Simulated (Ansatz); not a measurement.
Relaxation of a generated cell, Hf3N4 built in the AFLOW prototype A4B3_cI14_229_c_b (as in Pt3O4); 7 atoms in the cell, which starts as Im-3m (No. 229), cI14; a = 5.6162 Å, b = 5.6162 Å, c = 5.6162 Å, α = 90.00°, β = 90.00°, γ = 90.00°. These are r2SCAN (plane waves to 500 eV, PAW, scalar-relativistic; Ansatz, a first-principles code) values and carry that method's errors. Γ-centred k-mesh 6×6×6 on the run's cell (coarser than for final values), Fermi–Dirac smearing 0.05 eV. This is the first round of the run. 

The optimiser's lines from the output (shortened; P is positive under compression):

```
relax step   1: F+E_penalty+E_count = -48742.61858832 eV  Δ(F+E_penalty+E_count) = +0.000e0 eV  max|allowed force component| = 3.902e-28 eV/Å  Δτ_max = 0.0000 Å  P = -19.298 GPa  Ω = 88.573 Å³  (7 SCF iters, dr2 threshold 1.00e-7 eV, accepted)
relax step   2: F+E_penalty+E_count = -48742.97502621 eV  Δ(F+E_penalty+E_count) = -3.564e-1 eV  max|allowed force component| = 1.645e-28 eV/Å  Δτ_max = 0.0000 Å  P = +14.577 GPa  Ω = 76.241 Å³  (7 SCF iters, dr2 threshold 7.00e-7 eV, accepted)
relax step   3: F+E_penalty+E_count = -48743.15057300 eV  Δ(F+E_penalty+E_count) = -1.755e-1 eV  max|allowed force component| = 5.409e-29 eV/Å  Δτ_max = 0.0000 Å  P = -2.046 GPa  Ω = 81.099 Å³  (6 SCF iters, dr2 threshold 7.00e-7 eV, accepted)
relax step   4: F+E_penalty+E_count = -48743.15512445 eV  Δ(F+E_penalty+E_count) = -4.551e-3 eV  max|allowed force component| = 1.453e-28 eV/Å  Δτ_max = 0.0000 Å  P = -0.171 GPa  Ω = 80.468 Å³  (6 SCF iters, dr2 threshold 7.00e-7 eV, accepted)
relax step   5: F+E_penalty+E_count = -48743.15516873 eV  Δ(F+E_penalty+E_count) = -4.428e-5 eV  max|allowed force component| = 1.756e-28 eV/Å  Δτ_max = 0.0000 Å  P = -0.002 GPa  Ω = 80.413 Å³  (5 SCF iters, dr2 threshold 7.35e-8 eV, accepted)
relax step   6: F+E_penalty+E_count = -48743.15302109 eV  Δ(F+E_penalty+E_count) = +2.148e-3 eV  max|allowed force component| = 7.267e-29 eV/Å  Δτ_max = 0.0000 Å  P = +0.011 GPa  Ω = 80.413 Å³  stress off target by 1.13e-2 GPa  SCF on the basis re-selected at this cell (its energy is not comparable with the rows above)  (7 SCF iters)
```

From the first to the last row the energy changes by -0.08 eV/atom and the volume by -9.2 %. The last row is marked as not comparable with the walk above it, whose basis was carried along; it does compare with step 1, since both stand on a basis selected at the nominal cutoff for their own cell.

Later rounds, restarted from the end of this one on a renewed k-mesh, logged 4 more steps and released under 0.01 eV/atom more. The final structure after all rounds: Im-3m (No. 229), cI14, AFLOW prototype A4B3_cI14_229_c_b (as in Pt3O4); a = b = c = 5.4388 Å, α = β = γ = 90.00°. Between re-selections the logged energies stand on a plane-wave basis carried along with the cell. No spin polarisation in the result.

The run could not lose the symmetry of its start, so the end can be a saddle point.

All atoms sit on sites fixed by symmetry, so only the cell could relax.

The relaxed structure here is a generated cell of Hf3N4: the first start was made by placing the elements on the sites of a structure type, and the end was not matched to a known phase here, so it may be hypothetical.
